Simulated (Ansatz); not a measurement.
## Cu$_{6}$Ru: relaxed-ion elastic tensor

These are results of DFT PBE, scalar-relativistic, plane waves, PAW (Ansatz), not measurements. Plane waves to 420 eV; Γ-centred k mesh 12×12×1; Gaussian smearing of 0.10 eV. No spin polarisation.

Relaxed structure:
```
Cu Ru
1.0
     2.62207    0.00000    0.00000
    -1.31103    2.27078    0.00000
     0.00000    0.00000   29.16580
Cu Ru
12 2
Direct
  0.66667 0.33333 0.11195
  0.00000 0.00000 0.18265
  0.33333 0.66667 0.25326
  0.66667 0.33333 0.32373
  0.00000 0.00000 0.39420
  0.33333 0.66667 0.46479
  0.66667 0.33333 0.53521
  0.33333 0.66667 0.67627
  0.00000 0.00000 0.60580
  0.33333 0.66667 0.88805
  0.00000 0.00000 0.81735
  0.66667 0.33333 0.74674
  0.33333 0.66667 0.03607
  0.66667 0.33333 0.96393
```

The structure comes from a proposed guess, relaxed at this level; another structure or a mixture of phases may lie lower. In a metal, frequencies and elastic constants depend on the k mesh and the smearing, soft modes and shear constants most.

Task: Give the relaxed-ion elastic constants (GPa, Voigt order xx yy zz yz xz xy, on the Cartesian axes of the cell above).

Result:
```
253.1 118.6  97.7 -17.8   0.0   0.0
118.6 253.1  97.7  17.8   0.0   0.0
 97.7  97.7 262.5   0.0   0.0   0.0
-17.8  17.8   0.0  60.0   0.0   0.0
  0.0   0.0   0.0   0.0  60.0 -17.8
  0.0   0.0   0.0   0.0 -17.8  67.2
```

Task: Is the crystal stable against homogeneous strain?

Result: Yes: the least eigenvalue of the tensor is 45.5 GPa.

Task: And the moduli of a polycrystal (Hill averages)?

Result: B = 155 GPa, G = 65 GPa, E = 171 GPa, ν = 0.32.
